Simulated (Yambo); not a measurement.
Yambo run on LiHS (space group Pmc2_1, No. 26). The wavefunctions are LDA (Quantum ESPRESSO, PseudoDojo norm-conserving, 74 Ry, scalar-relativistic) ones on a 2×4×1 mesh (20 occupied bands); a = 6.1011 Å, b = 3.9234 Å, c = 7.8328 Å, α = β = γ = 90.00°.

Yambo input:

```
rim_cut
gw0
dyson
el_el_corr
HF_and_locXC
ppa
em1d
RandQpts= 1000000
RandGvec= 1 Ry
FFTGvecs= 50 Ry
EXXRLvcs= 74 Ry
VXCRLvcs= 296 Ry
Chimod= "HARTREE"
% BndsRnXp
 5 | 257 |
%
NGsBlkXp= 7 Ry
% LongDrXp
 1.0 | 1.0 | 1.0 |
%
PPAPntXp= 27.2114 eV
% GbndRnge
 1 | 257 |
%
GTermKind= "BG"
DysSolver= "n"
ExtendOut
% QPkrange
 1 | 1 | 20 | 21 |
%
```

k points by index: 1 = Γ.

Resulting energies as the program prints them:

```
#    K-point    Band    Eo [eV]    E [eV]    E-Eo [eV]    Vxc [eV]    Vnlxc [eV]    Sc|Eo [eV]    Sc|E [eV]    dSc/dw|Eo [eV]    Re(Z)    Im(Z)
#
    1    20    0.000000    -1.444292    -1.444292    -12.75906    -16.13975    1.568694    1.936395    -6.927129    0.797085    -0.001479
    1    21    3.232139    4.296331    1.064191    -9.073146    -4.472366    -3.315141    -3.536589    -5.661678    0.827769    -0.001379
```
(The two width columns are left out.) Convergence of these settings isn't established.

Geometry of the Materials Project entry, not relaxed at this level.
